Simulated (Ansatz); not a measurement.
Relaxed-ion elastic tensor of SiGe in space group P-6m2 (No. 187; Ge on 1a, Si on 1f) in GPa (Voigt order), PBEsol in the plane-wave PAW code Ansatz; density 4.73 g/cm³, 17.69 Å³ per atom.

```
 105  37.8  86.0   0.0   0.0   0.0
37.8   105  86.0   0.0   0.0   0.0
86.0  86.0   130   0.0   0.0   0.0
 0.0   0.0   0.0  33.6   0.0   0.0
 0.0   0.0   0.0   0.0  33.6   0.0
 0.0   0.0   0.0   0.0   0.0  33.4
```

Task: Is the crystal mechanically stable?

Result: Yes: the smallest eigenvalue of C is 14.4 GPa.

Task: Work out the Voigt, Reuss and Hill averages.

Result: K_V = 84.3, K_R = 63.7, K_H = 74.0; G_V = 28.8, G_R = 19.6, G_H = 24.2 GPa.

Task: Give Young's modulus, Poisson's ratio, Pugh's ratio and the universal anisotropy index.

Result: E = 9KG/(3K + G) = 65.4 GPa; ν = 0.35; K/G = 3.06 (ductile by the Pugh limit of 1.75); A_U = 5G_V/G_R + K_V/K_R − 6 = 2.68.

Task: Estimate the sound speeds and the Debye temperature.

Result: v_l = √((K + 4G/3)/ρ) = 4740 m/s, v_t = √(G/ρ) = 2260 m/s, mean 2540 m/s; Θ = (h/k)(3n/4πV)^(1/3) v_m = 291 K.

Task: Solve the Christoffel equation for the three sound speeds along x, y, z.

Result: Eigenvalues of C_ijkl n_j n_l equal ρv². In km/s, slowest first: x 2.66, 2.67, 4.70; y 2.66, 2.67, 4.70; z 2.67, 2.67, 5.24.

Task: How much does each axis shrink under pressure?

Result: Linear compressibilities β_i = Σ_j S_ij (j = 1 to 3): x 12, y 12, z -8.0 per TPa.

A made-up cell: these elements were put on the sites of a structure type; neither database checked (COD, Materials Project) lists it. Its standing as an ambient phase is unchecked. The cell was relaxed with PBEsol under the symmetry of its start; of distortions, only those at the zone centre were tested. As this level gives no gap, shear constants depend on the k-mesh and smearing (Fermi–Dirac, 0.1 eV here).

Potentials: the later of the program's two PAW sets.
